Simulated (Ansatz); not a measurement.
BeTe:
```
BeTe
1.0
    0.00000     2.80239     2.80239
    2.80239     0.00000     2.80239
    2.80239     2.80239     0.00000
Be Te
1 1
Direct
  0.00000   0.00000   0.00000
  0.25000   0.25000   0.25000
```

Relaxed with PBEsol. Special points in fractions of this cell's reciprocal vectors: Γ (0.000, 0.000, 0.000); X (0.500, 0.000, 0.500); U (0.625, 0.250, 0.625); K (0.375, 0.375, 0.750); L (0.500, 0.500, 0.500); W (0.500, 0.250, 0.750).

Q: List the band energies nearest the valence-band maximum at these points for PBEsol (plane waves, PAW; program Ansatz).

A: In eV from the valence-band maximum; about four levels below and three above (degenerate sets whole), none deeper than 8.9 eV; points with the same levels are listed once.

```csv
k,below,above
Γ,0.00 0.00 0.00,3.61 3.61 3.61
X,-5.19 -2.70 -2.70,1.84 2.61 9.84 9.84
U,-4.82 -3.99 -2.28,2.61 5.24 7.96
L,-5.65 -1.15 -1.15,3.08 4.58 4.58
W,-4.63 -3.80 -3.30,5.20 5.51 5.56
```

Space group F-43m (zinc blende). The cell was relaxed with PBEsol under the symmetry of its start. Scalar-relativistic: spin–orbit coupling is off unless named, which matters more the heavier the elements.

Potentials: the earlier of the program's two PAW sets. The files were generated under PBE; for other functionals the program regenerates the frozen cores, and for LDA and PBEsol the local potential too.
